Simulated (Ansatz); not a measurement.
The start is a generated trial cell of NbAs in the WC structure type. The cell and all atomic positions are relaxed at zero pressure with r2SCAN (plane waves to 500 eV, PAW, scalar-relativistic; Ansatz, a program for electronic structure). First-step values are on the input's coarse k-mesh.

Ansatz input (later rounds restart from its end on a renewed k-mesh):
Ansatz 0.2 input:
```yaml
crystal:
  lattice:
    - [3.5410981, 0, 0]
    - [-1.770549, 3.0666809, 0]
    - [0, 0, 3.455936]
  atoms:
    - { symbol: Nb, position: [0, 0, 0] }
    - { symbol: As, position: [0.66666667, 0.33333333, 0.5] }
basis: { ecutwfc: 500, ecutrho_ratio: 4, xc_grid: 4, fft_grid_basis: typed }
kpoints: { mp_grid: { grid: [8, 8, 7] } }
hamiltonian:
  xc: r2scan
  dispersion: none
  pseudopotentials: { kind: paw }
scf: { occupations: { method: fermi_dirac, width: 0.05 } }
relax: { f_tol: 0.01, max_steps: 100, cell: { stress_tol: 0.02 } }
output: { forces: true, stress: true }
```

```yaml
initial_pressure: "-9 GPa (negative: the cell is under tension)"
outcome: The space group stays P-6m2 (No. 187) (the run could not lower it); the end is AFLOW prototype AB_hP2_187_d_a (B_h, as in WC), with 2 atoms in the primitive cell
energy_released: 0.04 eV/atom
volume_change: -6.2 %, from 18.76 to 17.60 Å³/atom
Shortest distances (start → end): "The closest pairs of elements (up to four, under 3.6 Å), start → end: As–Nb 2.68 → 2.63 Å; Nb–Nb 3.46 → 3.43 Å; As–As 3.46 → 3.43 Å"
band_gap_at_the_end: zero (metallic)
optimiser_moves: 6
```

Final values are on a 16×16×13 k-mesh of the relaxed cell. No spin polarisation in the result.

The run could not lose the symmetry of its start: the end is stationary, and may be a saddle point rather than a minimum.

All atoms sit on sites fixed by symmetry, so only the cell could relax.

The relaxed structure here is a generated cell of NbAs: the first start was made by placing the elements on the sites of a structure type, and the end was not matched to a known phase here, so it may be hypothetical.
